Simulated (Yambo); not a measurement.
Yambo run on CaZnC2O6 (space group R-3, No. 148). The wavefunctions are PBEsol (Quantum ESPRESSO, PseudoDojo norm-conserving, 84 Ry, scalar-relativistic) ones on a 4×4×4 mesh (37 occupied bands); a = 6.1262 Å, b = 6.1262 Å, c = 6.1262 Å, α = 46.80°, β = 46.80°, γ = 46.80°.

Yambo input:

```
rim_cut
gw0
dyson
el_el_corr
HF_and_locXC
cohsex
em1s
RandQpts= 1000000
RandGvec= 1 Ry
EXXRLvcs= 84 Ry
VXCRLvcs= 336 Ry
Chimod= "HARTREE"
% BndsRnXs
 5 | 137 |
%
NGsBlkXs= 6 Ry
% LongDrXs
 1.0 | 1.0 | 1.0 |
%
ExtendOut
% QPkrange
 3 | 3 | 37 | 37 |
 8 | 8 | 37 | 38 |
 13 | 13 | 38 | 38 |
%
```

k points by index: 3 = L, 8 = (0.25, 0.25, 0.25), 13 = Z.

The o-*.qp file then holds:

```
#    K-point    Band    Eo [eV]    E [eV]    E-Eo [eV]    Vxc [eV]    Vnlxc [eV]    Sc|Eo [eV]    Re(Z)    Im(Z)
#
    3    37    0.000000    -2.899921    -2.899921    -21.36314    -27.59314    3.330086    1.000000    0.000000
    8    37    -0.877814    -3.963033    -3.085219    -19.09435    -25.32668    3.147115    1.000000    0.000000
    8    38    4.015057    4.649358    0.634301    -14.79622    -9.698336    -4.463587    1.000000    0.000000
    13    38    3.893896    4.543218    0.649322    -14.68622    -9.556327    -4.480567    1.000000    0.000000
```
(The two width columns are left out.) Convergence of these settings isn't established.

Geometry of the Materials Project entry, not relaxed at this level.

The structure is a Materials Project entry; no match was found in the copy of COD used, and its stability was not checked.
